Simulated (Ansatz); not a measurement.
CuAu:
```yaml
crystal:
  lattice:
    - [1.42963, 0.82539, 4.19584]
    - [-1.42963, 0.82539, 4.19584]
    - [0.00000, -1.65079, 4.19584]
  atoms:
    - { symbol: Cu, position: [0.50000, 0.50000, 0.50000] }
    - { symbol: Au, position: [0.00000, 0.00000, 0.00000] }
```

Relaxed with r²SCAN.

**Question.** Give the Bader charges and basin volumes of the independent atoms, plane-wave PAW r²SCAN (Ansatz code).

**Answer.** 

```csv
atom,Bader charge (e),Bader volume (Å³)
Cu1,+0.29,12.0
Au2,-0.29,17.7
```

Space group R-3m. The first step of the workflow began from a Materials Project structure, measured or hypothetical; the Crystallography Open Database copy checked does not list it. It is not the phase usual at ambient conditions (space group No. 123). The cell was relaxed with r²SCAN under the symmetry of its start; whether a distortion lowers the energy is not shown. No spin polarisation was allowed. Spin–orbit coupling is left out wherever it is not named.

Potentials: the later of the program's two PAW sets.
